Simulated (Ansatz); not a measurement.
# 6 guesses for HfBe2Si2 and where they end

The calculation used DFT PBE, scalar-relativistic, plane waves, PAW in Ansatz 0.2.0. All cells share a 420 eV cutoff and Γ-centred k meshes spaced at most about 0.3 Å⁻¹ (about 0.25 or finer for metals, 2π included). No spin polarisation in the final relaxations.

Each guess was relaxed in cell and atoms at zero pressure, within the symmetry of its start. Temperature and zero-point effects are left out. Coordination counts Si atoms around Be and Hf (those within 1.25 times the shortest such distance or 1.15 times the sum of covalent radii; a plus sign parts nearer from farther groups; the shortest distance is added where it is long for a bond; a slash parts the counts of unlike sites).

| guess | made from | start group | V start (Å³/atom) | end group | V end (Å³/atom) | coordination at the end | gap on mesh (eV) | E over the lowest end (meV/atom) |
| --- | --- | --- | --- | --- | --- | --- | --- | --- |
| 1 | random cell | P6/mmm | 15.5 | P6/mmm | 15.0 | Hf 12, Be 2 | 0 | 760 |
| 2 | ErFe2B2 type | I4/mmm | 12.0 | ? | ? | ? | ? | ? |
| 3 | random cell | P4/mmm | 13.2 | P4/mmm | 25.5 | Hf 4, Be 4 from 2.5 Å/8 from 3.6 Å | 0 | 1391 |
| 4 | CaCu2S2 type | P-3m1 | 11.7 | P-3m1 | 14.5 | Hf 6, Be 3+1 | 0 | 0 |
| 5 | random cell | P6/mmm | 14.5 | P6/mmm | 18.8 | Hf 12 from 4.2 Å, Be 6 from 2.5 Å | 0 | 1395 |
| 6 | KCu2Se2 type | Fmmm | 12.0 | I4/mmm (ThCr2Si2) | 13.4 | Hf 8, Be 4 | 0 | 102 |

Guess 2 as it starts:

Space group I4/mmm (No. 139). a = 3.551 Å, b = 3.551 Å, c = 9.482 Å, α = 90.00°, β = 90.00°, γ = 90.00°
```tsv
atom	site	symmetry	x	y	z
Hf	2a	4/mmm	0.0000	0.0000	0.0000
Be	4e	4mm	0.0000	0.0000	0.3780
Si	4d	-4m2	0.0000	0.5000	0.2500
```

Question: Predict the end of this guess and its energy over the lowest end.

Answer: It ends in the ThCr2Si2 type, space group I4/mmm (No. 139), with a = 3.661 Å, c = 9.465 Å, 12.7 Å³/atom and no gap. It lies 141 meV/atom over the lowest end, above guess 6 and below guess 1. Counting Si atoms around Be and Hf, this end has Hf 8, Be 4 and the lowest (guess 4) has Hf 6, Be 3+1.

```xyz
5
Lattice="-1.8307 1.8307 4.7324 1.8307 -1.8307 4.7324 1.8307 1.8307 -4.7324" Properties=species:S:1:pos:R:3 pbc="T T T"
Hf    0.0000    0.0000    0.0000
Be    0.0000    0.0000    3.7296
Be    0.0000    0.0000    5.7352
Si    0.0000    1.8307    2.3662
Si    1.8307    0.0000    2.3662
```

The zero of energy is the elements' standard structures at the same level; no fitted shifts are applied.

Question: Is the lowest end bound against the elements?

Answer: Yes: its formation energy is −0.20 eV/atom. It lies below the elements, which doesn't yet make it stable against other compounds or structures.

For metals, differences of a few meV/atom aren't resolved. Spin–orbit coupling, which can matter for Hf, is left out. Cells relaxed within their symmetry can be saddle points. A lower structure may well exist outside this small set. Some structure types and database cells were kept out of the candidates from the start, so a known form may be missing.
